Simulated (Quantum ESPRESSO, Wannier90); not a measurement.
## Wannier functions of Zn2SeS (R3m)

```yaml
crystal:
  lattice:
    - [-1.95375, 3.38399, 0.00000]
    - [-3.90750, 0.00000, 0.00000]
    - [-1.95375, 1.12800, 6.38365]
  atoms:
    - { symbol: Zn, position: [0.99626, 0.99626, 0.01121] }
    - { symbol: Zn, position: [0.50363, 0.50363, 0.48911] }
    - { symbol: Se, position: [0.37548, 0.37548, 0.87356] }
    - { symbol: S, position: [0.87465, 0.87465, 0.37604] }
```

Materials Project entry mp-1215446; symmetrised, unrelaxed at this level. Not found in the COD (Crystallography Open Database) copy used; not checked further. Level: PBEsol, no spin polarisation, no spin-orbit coupling; pw.x of Quantum ESPRESSO at 69 Ry with PseudoDojo potentials, 6×6×6 k-points, Wannier90. Density: 10×10×10 mesh, cold smearing 0.01 Ry. Spin-orbit coupling, left out, would split the p-like bands by a few tenths of an eV.

Base run: 16 functions from bands 14-15,26-53 of the 53 computed, start hydrogen-like Zn: s;p; Se: s;p; S: s;p, centres 0.05 Å off the atoms, frozen window up to 2.87 eV relative to the valence-band maximum, outer window open. Bands 16–25 (Zn 3d 94 %) lie between the kept ones and are excluded. Its settings: num_cg_steps = 5, trial_step = 2 and dis_mix_ratio = 0.5 (the program's defaults), conv_tol = 1.0e-6 over 4 steps, num_iter = 1000, dis_conv_tol = 1.0e-6, dis_num_iter = 1000. One of them is changed at a time.

| run | disentanglement steps | localisation steps | Ω_I (Å²) | Ω_total (Å²) | ended |
|---|---|---|---|---|---|
| base | 215 | 546 | 25.912 | 29.337 | converged |
| num_cg_steps = 100 | 215 | 216 | 25.912 | 29.337 | converged |
| trial_step = 0.5 | 215 | 511 | 25.912 | 29.337 | converged |
| dis_num_iter = 20 | 20 | 548 | 26.308 | 29.844 | step limit |
